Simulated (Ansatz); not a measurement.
Os (hcp (Mg type), P6_3/mmc), a = b = 2.733 Å, c = 4.312 Å, α = β = 90.00°, γ = 120.00°.

Relaxed with r²SCAN+D4.

Q: Which orbitals make up the states near the Fermi level in plane-wave PAW r²SCAN+D4 (Ansatz code)?

A: Within 0.5 eV of the Fermi level: Os 5d 93 %. Projections are on Löwdin-orthogonalised atomic valence shells; empty p or d shells of many metals are not among them.

Q: Tabulate the density of states.

A: States/eV per cell of 2 atoms, in 0.25 eV bins, energy from the Fermi level.

| E (eV) | total | Os 5d | Os 6s | Os 5p |
|---|---|---|---|---|
| -7.85 | 1.43 | 0.91 | 0.49 | 0.01 |
| -7.60 | 1.49 | 1.02 | 0.44 | 0.01 |
| -7.35 | 1.76 | 1.34 | 0.39 | 0.01 |
| -7.10 | 1.88 | 1.51 | 0.35 | 0.02 |
| -6.85 | 2.22 | 1.90 | 0.29 | 0.02 |
| -6.60 | 1.89 | 1.65 | 0.21 | 0.02 |
| -6.35 | 1.70 | 1.51 | 0.16 | 0.02 |
| -6.10 | 1.25 | 1.11 | 0.11 | 0.01 |
| -5.85 | 2.08 | 1.86 | 0.18 | 0.02 |
| -5.60 | 1.89 | 1.74 | 0.11 | 0.02 |
| -5.35 | 1.56 | 1.46 | 0.06 | 0.01 |
| -5.10 | 2.32 | 2.16 | 0.10 | 0.02 |
| -4.85 | 2.58 | 2.38 | 0.13 | 0.02 |
| -4.60 | 2.21 | 2.02 | 0.13 | 0.02 |
| -4.35 | 0.89 | 0.80 | 0.06 | 0.01 |
| -4.10 | 0.93 | 0.85 | 0.05 | 0.01 |
| -3.85 | 2.92 | 2.74 | 0.11 | 0.02 |
| -3.60 | 3.01 | 2.80 | 0.14 | 0.02 |
| -3.35 | 2.35 | 2.17 | 0.11 | 0.01 |
| -3.10 | 2.39 | 2.21 | 0.12 | 0.01 |
| -2.85 | 2.85 | 2.64 | 0.13 | 0.01 |
| -2.60 | 2.41 | 2.22 | 0.11 | 0.01 |
| -2.35 | 2.52 | 2.27 | 0.14 | 0.02 |
| -2.10 | 2.74 | 2.45 | 0.16 | 0.02 |
| -1.85 | 2.13 | 1.90 | 0.12 | 0.01 |
| -1.60 | 1.81 | 1.62 | 0.09 | 0.01 |
| -1.35 | 1.43 | 1.26 | 0.08 | 0.00 |
| -1.10 | 1.40 | 1.23 | 0.07 | 0.00 |
| -0.85 | 1.26 | 1.13 | 0.05 | 0.00 |
| -0.60 | 1.24 | 1.12 | 0.04 | 0.00 |
| -0.35 | 1.15 | 1.07 | 0.03 | 0.00 |
| -0.10 | 1.14 | 1.06 | 0.03 | 0.00 |
| 0.15 | 1.15 | 1.07 | 0.03 | 0.00 |
| 0.40 | 1.14 | 1.08 | 0.03 | 0.00 |
| 0.65 | 1.23 | 1.17 | 0.03 | 0.00 |
| 0.90 | 1.29 | 1.23 | 0.04 | 0.00 |
| 1.15 | 1.63 | 1.56 | 0.05 | 0.00 |
| 1.40 | 1.98 | 1.89 | 0.06 | 0.00 |
| 1.65 | 2.15 | 2.05 | 0.07 | 0.00 |
| 1.90 | 2.59 | 2.47 | 0.08 | 0.00 |
| 2.15 | 2.83 | 2.70 | 0.09 | 0.00 |
| 2.40 | 2.90 | 2.76 | 0.10 | 0.00 |
| 2.65 | 2.05 | 1.90 | 0.11 | 0.00 |
| 2.90 | 0.66 | 0.50 | 0.12 | 0.00 |
| 3.15 | 0.57 | 0.38 | 0.13 | 0.00 |
| 3.40 | 0.55 | 0.34 | 0.14 | 0.00 |
| 3.65 | 0.55 | 0.31 | 0.15 | 0.00 |
| 3.90 | 0.54 | 0.28 | 0.16 | 0.00 |
| 4.15 | 0.54 | 0.26 | 0.17 | 0.00 |
| 4.40 | 0.54 | 0.23 | 0.18 | 0.00 |
| 4.65 | 0.52 | 0.20 | 0.18 | 0.00 |

The cell was relaxed with r²SCAN+D4 under the symmetry of its start. No spin polarisation was allowed. The pairwise dispersion correction was not fitted to metals. Axis ratios of metals converge slowly with the k-mesh, so a and c are less sure than the volume. Scalar-relativistic: spin–orbit coupling is off unless named, which matters more the heavier the elements.

Potentials: the later of the program's two PAW sets.
